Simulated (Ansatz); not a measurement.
LiPb:
```
LiPb
1.0
    3.54482     0.00000     0.00000
    0.00000     3.54482     0.00000
    0.00000     0.00000     3.54482
Pb Li
1 1
Cartesian
  0.00000   0.00000   0.00000
  1.77241   1.77241   1.77241
```

Relaxed with r²SCAN.

Q: Map the electron localisation function on the plane through (0.000, 0.000, 0.000) spanned by u = [1, 0, 0] and v = [0, 1, 1] in lattice vectors, from DFT-r²SCAN in the program Ansatz with PAW potentials.

A: x is the fraction of u, y of v (the angle between them is 90°; rows are the nearest grid lines); atoms in the plane: Pb at (0.00, 0.00), Li at (0.50, 0.50).
```
y \ x   0.000  0.111  0.167  0.278  0.389  0.444  0.556  0.611  0.722  0.833  0.889   1.00
------  -----  -----  -----  -----  -----  -----  -----  -----  -----  -----  -----  -----
1.00    0.003  0.036  0.196  0.387  0.353  0.329  0.329  0.353  0.387  0.196  0.036  0.003
0.920   0.039  0.165  0.318  0.377  0.361  0.329  0.329  0.361  0.377  0.318  0.165  0.039
0.840   0.374  0.398  0.395  0.381  0.363  0.320  0.320  0.363  0.381  0.395  0.398  0.374
0.760   0.371  0.381  0.396  0.405  0.313  0.254  0.254  0.313  0.405  0.396  0.381  0.371
0.680   0.367  0.366  0.360  0.247  0.045  0.023  0.023  0.045  0.247  0.360  0.366  0.367
0.600   0.258  0.243  0.201  0.024  0.094  0.464  0.464  0.094  0.024  0.201  0.243  0.258
0.520   0.198  0.172  0.113  0.016  0.939  0.995  0.995  0.939  0.016  0.113  0.172  0.198
0.480   0.198  0.172  0.113  0.016  0.939  0.995  0.995  0.939  0.016  0.113  0.172  0.198
0.400   0.258  0.243  0.201  0.024  0.094  0.464  0.464  0.094  0.024  0.201  0.243  0.258
0.320   0.367  0.366  0.360  0.247  0.045  0.023  0.023  0.045  0.247  0.360  0.366  0.367
0.240   0.371  0.381  0.396  0.405  0.313  0.254  0.254  0.313  0.405  0.396  0.381  0.371
0.160   0.374  0.398  0.395  0.381  0.363  0.320  0.320  0.363  0.381  0.395  0.398  0.374
0.0800  0.039  0.165  0.318  0.377  0.361  0.329  0.329  0.361  0.377  0.318  0.165  0.039
0.000   0.003  0.036  0.196  0.387  0.353  0.329  0.329  0.353  0.387  0.196  0.036  0.003
```

The density is the valence pseudo-density with augmentation charge, so density and ELF within about 1 Å of a nucleus are not all-electron values.

Space group Pm-3m (CsCl type). The workflow started from an entry of the Crystallography Open Database (COD), which files this formula under 2 space groups. Its standing as an ambient phase is unchecked. Symmetry was held in the r²SCAN relaxation; whether a distortion lowers the energy is not shown. Spin–orbit coupling is left out wherever it is not named.

Potentials: the later of the program's two PAW sets.
